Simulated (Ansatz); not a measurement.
## How the functional moves the response of CuPd (Pm-3m) (LDA, PBEsol)

```xyz
2
Lattice="2.9299 0.0000 0.0000 0.0000 2.9299 0.0000 0.0000 0.0000 2.9299" Properties=species:S:1:pos:R:3 pbc="T T T"
Cu    0.0000    0.0000    0.0000
Pd    1.4650    1.4650    1.4650
```

This cell (12.58 Å³ an atom) was relaxed by PAW under LDA, and each functional gets its own cell relaxed so. Quantity: elastic moduli (Hill averages, relaxed ions; θ_D from sound speeds over directions).

Runs: (1) LDA, all-electron LAPW in Ansatz 0.2.0, scalar-relativistic; k mesh 16×16×16, strains of ±0.005, Fermi-Dirac smearing of 0.100 eV, basis error target 1 meV/atom. (2) PBEsol, all-electron LAPW in Ansatz 0.2.0, scalar-relativistic; k mesh 16×16×16, strains of ±0.008, Fermi-Dirac smearing of 0.080 eV, basis error target 1 meV/atom.

Under LDA: B = 207 GPa, G = 55.5 GPa, C11 = 229 GPa, C44 = 117 GPa, ν = 0.377, θ_D = 304 K.

**Question.** Which way does PBEsol move the volume, and by how much?

**Answer.** a = 2.962 Å, 12.99 Å³ an atom: 3.3 % larger.

**Question.** What does PBEsol give for these quantities?

**Answer.** 

```json
{"quantity": "B", "LDA": "207 GPa", "PBEsol": "185 GPa", "change": "-10 %"}
{"quantity": "G", "LDA": "55.5 GPa", "PBEsol": "52.3 GPa", "change": "-6 %"}
{"quantity": "C11", "LDA": "229 GPa", "PBEsol": "206 GPa", "change": "-10 %"}
{"quantity": "C44", "LDA": "117 GPa", "PBEsol": "109 GPa", "change": "-6 %"}
{"quantity": "ν", "LDA": "0.377", "PBEsol": "0.371", "change": "-2 %"}
{"quantity": "θ_D", "LDA": "304 K", "PBEsol": "296 K", "change": "-2 %"}
```

Caveats: responses of metals move with mesh and smearing; the softest shear constant rests on one k mesh, and a soft shear can herald a distortion on cooling.
